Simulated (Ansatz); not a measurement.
In plane-wave PAW PBEsol (Ansatz code), BaInHO2 in the tetragonal phase (P4/mmm; Ba on 1d, In on 1a, O on 2f, H on 1b) relaxes to a = 4.284 Å, c = 3.881 Å. Ba has 12 nearest neighbours from 2.89 Å (cuboctahedral). Against the elements it lies at -1.59 eV/atom, with no fitted shifts.

It is gapped at this level: 0.71 eV (indirect). The valence maximum lies at X and the conduction minimum at Z. The screened hybrid HSE06 puts the gap at 2.09 eV. Gap from PBEsol with spin–orbit coupling: 0.71 eV. Electrons at the band edge weigh 0.17, 0.21, 0.21 mₑ (principal values).

An equation-of-state fit gives a bulk modulus of 104 GPa. The relaxed-ion elastic constants in GPa are C11 = 216, C12 = 82.5, C13 = 54.4, C33 = 158, C44 = 51.0, C66 = 74.7. The elastic constants imply a Debye temperature near 413 K. Perturbation theory gives ε∞ = 5.29 (xx = yy), 5.90 (zz). Letting the ions move raises it to ε0 = 27.9 (xx = yy), 138 (zz). Born charges are Ba +2.78, In +3.48, O -2.57, H -1.11 e. The phonon dispersion is unstable, down to 74i cm⁻¹. Without the LO–TO term the highest mode at Γ lies at 1479 cm⁻¹.

The start of the workflow was typed in or built on a structure type; neither database checked (COD, Materials Project) lists it. Whether it is the stable phase at ambient conditions was not checked. The cell was relaxed with PBEsol under the symmetry of its start. The references are the lowest solids computed at this level, not always the standard phases (solids in place of the gases). Spin–orbit coupling is left out wherever it is not named.

Potentials: the earlier of the program's two PAW sets. The files were generated under PBE; for other functionals the program regenerates the frozen cores, and for LDA and PBEsol the local potential too.
